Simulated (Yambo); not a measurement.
G0W0@LDA for CsNaTiO₃ (space group Cmcm, No. 63) in Yambo (2×2×2 mesh, 7 Ry block, plasmon pole, screening fixed), without a terminator:

| bands N in G | gap (-0.5, -0.5, 0) → Γ (eV) | shift of the valence edge (eV) |
|---|---|---|
| 122 | 5.762 | -0.020 |
| 197 | 5.803 | -0.329 |
| 297 | 5.787 | -0.494 |

### Question
Extrapolate both columns to infinite N with E(N) = E∞ + A/N, test the form, and compare with the terminator.

### Answer
From two points, E∞ = (N2 E2 − N1 E1)/(N2 − N1). The two largest N give 5.76 eV for the gap and -0.82 eV for the shift; the two smallest give 5.87 eV and -0.83 eV. For the gap the slopes A are -13 and 9.4 eV: the form isn't reached, and its limit is uncertain. For the shift the slopes A are 99 and 97 eV: the 1/N form holds. With the Bruneval-Gonze terminator and 297 bands the run gives 5.68 eV and -0.70 eV, 0.07 eV and 0.12 eV from the extrapolated values: the terminator too is an estimate of the remainder. Block, mesh and the bands in W are held fixed.

Geometry of the Materials Project entry, not relaxed at this level; primitive cell a = b = 6.4564 Å, c = 5.6711 Å, α = β = 90.00°, γ = 123.87°.

The structure is a Materials Project entry; no match was found in the copy of COD used, and its stability was not checked.

A shift is the quasiparticle energy of the state minus its LDA energy.
